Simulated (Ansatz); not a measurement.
Co:
```yaml
crystal:
  lattice:
    - [2.42823, 0.00000, 0.00000]
    - [-1.21411, 2.10290, 0.00000]
    - [0.00000, 0.00000, 3.91771]
  atoms:
    - { symbol: Co, position: [0.66667, 0.33333, 0.25000] }
    - { symbol: Co, position: [0.33333, 0.66667, 0.75000] }
```
The run is spin-polarised; directions of the spins, atom by atom: ↑ ↑.

Relaxed with LDA. Special points in fractions of this cell's reciprocal vectors: Γ (0.000, 0.000, 0.000); M (0.500, 0.000, 0.000); K (0.333, 0.333, 0.000); A (0.000, 0.000, 0.500); L (0.500, 0.000, 0.500); H (0.333, 0.333, 0.500).

Question: List the band energies nearest the Fermi level at these points for the program Ansatz at the LDA level (PAW).

Answer: In eV from the Fermi level; about four levels below and three above (degenerate sets whole), none deeper than 8.9 eV; … stands for higher levels left out; points with the same levels are listed once.

```tsv
k	below	above
Γ ↑	-1.84 -1.84 -0.55 -0.55 -0.16	…
M ↑	-2.14 -0.40 -0.27 -0.23	1.61 3.77 …
K ↑	-1.84 -0.67 -0.67 -0.52	4.88 …
A ↑	-0.90 -0.90 -0.90 -0.90	…
L ↑	-0.90 -0.90 -0.30 -0.30	1.72 1.72 …
H ↑	-1.79 -1.79 -0.50 -0.50	6.17 6.17 …
Γ ↓	-0.74 -0.74 -0.28 -0.28	0.00 1.12 1.12
M ↓	-1.96 -1.35 -1.20 -0.74	1.26 1.42 1.46
K ↓	-2.94 -1.59 -1.59 -0.41	0.96 0.96 1.15
A ↓	-1.24 -1.24 -1.24 -1.24	0.73 0.73 0.73 0.73
L ↓	-2.71 -2.71 -0.15 -0.15	0.29 0.29 1.38 1.38
H ↓	-1.93 -1.93 -0.28 -0.28	1.15 1.15 6.90 6.90
```

Space group P6_3/mmc (hcp (Mg type)). Symmetry was held in the LDA relaxation. Magnetic state: ferromagnetic, chosen from 5 collinear starts compared on coarse meshes (ties went to the first, and starts can fall back to one state), not a proven ground state. Textbook magnetic order: ferromagnetic.

Potentials: the earlier of the program's two PAW sets. The files were generated under PBE; for other functionals the program regenerates the frozen cores, and for LDA and PBEsol the local potential too.
